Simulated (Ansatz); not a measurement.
## Ta₂N: strain energy, fitted

Ta₂N, P-31m, a = 5.264 Å, c = 4.913 Å. The structure is a Materials Project entry; whether it is the stable form wasn't checked. Ansatz: PBEsol, PAW, 420 eV, Γ-centred 12×12×8 mesh on 9 atoms, Gaussian smearing 0.10 eV; no spin polarisation. Series: equal strain along all axes, cell held, atoms relaxed; x is the strain in per cent. y is the free energy over the unstrained cell, V0 = 13.099 Å³/atom.

| x (%) | y (meV/atom) |
| --- | --- |
| -2.0 | ? |
| -1.0 | 11.43 |
| 0.0 | 0.00 |
| 1.0 | 10.92 |
| 2.0 | 42.08 |

Fit y = c2 x² + c3 x³ to the other rows, turn c2 into a modulus, and predict the missing energy.

Least squares on the rows shown. y = 11.147 x² − 0.31159 x³. In eV per unit strain² c2 is 111.5; the stiffness is B for this strain (E = 9/2 B V0 ε², shape held): 2 × 111.5 × 160.2 / (9 × 13.099) = 303 GPa. The unstrained cell keeps some stress along the strain, worth a slope of 0.12 meV/atom per %, which the form leaves out. At x = -2.0 the fit asked for gives 47.08 meV/atom. The run gave 47.48 meV/atom, so the fit is 0.40 meV/atom too low, 0.84 % of the span of the series, against an rms of 0.05 meV/atom on the fitted rows. The row lies outside the fitted range. With a term in x⁴ added, a fit to the same known rows (none to spare) predicts 46.16 meV/atom, further off still.

The cell has an odd number of electrons and ran without spin polarisation, so a magnetic or disproportionated state may lie lower. Spin–orbit coupling is left out, which can shift energies with elements as heavy as these.

Cost: 5 runs of about 4.7 core-minutes in all, on Intel Xeon 6975P-C (Granite Rapids) (shared hosts).